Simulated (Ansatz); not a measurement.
Input and command of a plane-wave DFT calculation in Ansatz:

```yaml
crystal:
  lattice:
    - [2.952255265, 1.7044853719, 2.7727496158]
    - [-2.952255265, 1.7044853719, 2.7727496158]
    - [0.0, -3.4089707439, 2.7727496158]
  atoms:
    - { symbol: Na, position: [0.269, 0.269, 0.269] }
    - { symbol: Na, position: [0.731, 0.731, 0.731] }
    - { symbol: B, position: [0.797, 0.252, 0.797] }
    - { symbol: B, position: [0.797, 0.797, 0.252] }
    - { symbol: B, position: [0.252, 0.797, 0.797] }
    - { symbol: B, position: [0.203, 0.748, 0.203] }
    - { symbol: B, position: [0.748, 0.203, 0.203] }
    - { symbol: B, position: [0.203, 0.203, 0.748] }
basis:
  ecutwfc: 420
kpoints:
  mp_grid: { grid: [6, 6, 6] }
hamiltonian:
  xc: pbe
scf:
  occupations: { method: gaussian, width: 0.1 }
  lower_state_search: "off"
output:
  forces: true
  stress: true
  eigenvalues: true
relax:
  adjacent_minimum: "off"
  f_tol: 0.04
  max_steps: 70
  cell: { stress_tol: 0.4 }
```

```bash
ansatz run input.yaml --threads 1 --pin off --max-ram 2560MiB --backend cpu --events-out ev --progress --plain --runs-dir out
```

Processor: Intel(R) Xeon(R) Platinum 8259CL CPU @ 2.50GHz (Skylake/Cascade Lake), 1 thread, on a host shared with other jobs.

Problem. Estimate time, memory and problem size.

Solution. About 100 s on 1 thread of Intel(R) Xeon(R) Platinum 8259CL CPU @ 2.50GHz (Skylake/Cascade Lake), on a shared host, peak memory 0.43 GiB. It solves 26 bands at 32 k points (the mesh reduced by the symmetry that the task leaves, which can be less than the crystal's) with about 1847 plane waves (on the last cell), in 79 SCF iterations over 13 ionic steps.
